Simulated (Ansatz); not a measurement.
Values for one crystal, relaxed and computed with the program Ansatz at the PBE level (PAW); other levels are named.

- Volume per atom: 30.04 Å³
- Band gap: 0.43 eV (smallest direct gap 0.43 eV)
- Formation energy from the elements (no fitted shifts): -0.56 eV/atom
- Conduction-band minimum: at L (3 equivalent valleys)
- Electron effective mass: 0.12, 0.12, 0.15 mₑ (principal values)
- Bulk modulus (Birch–Murnaghan fit): 39.2 GPa
- Hole effective mass: 0.11, 0.11, 0.18 mₑ (principal values)

Q: Which of these materials gives this?
(A) PbSe, rock salt
(B) CaS, rock salt
(C) KBr, rock salt
(D) ZnSe, zinc blende

A: A, PbSe, rock salt

Space group Fm-3m (rock salt). Symmetry was held in the PBE relaxation. Point labels and valley counts follow the cell and symmetry of the run, lower than the named group. The references are the lowest solids computed at this level, not always the standard phases. Spin–orbit coupling is left out wherever it is not named.

Potentials: the later of the program's two PAW sets.
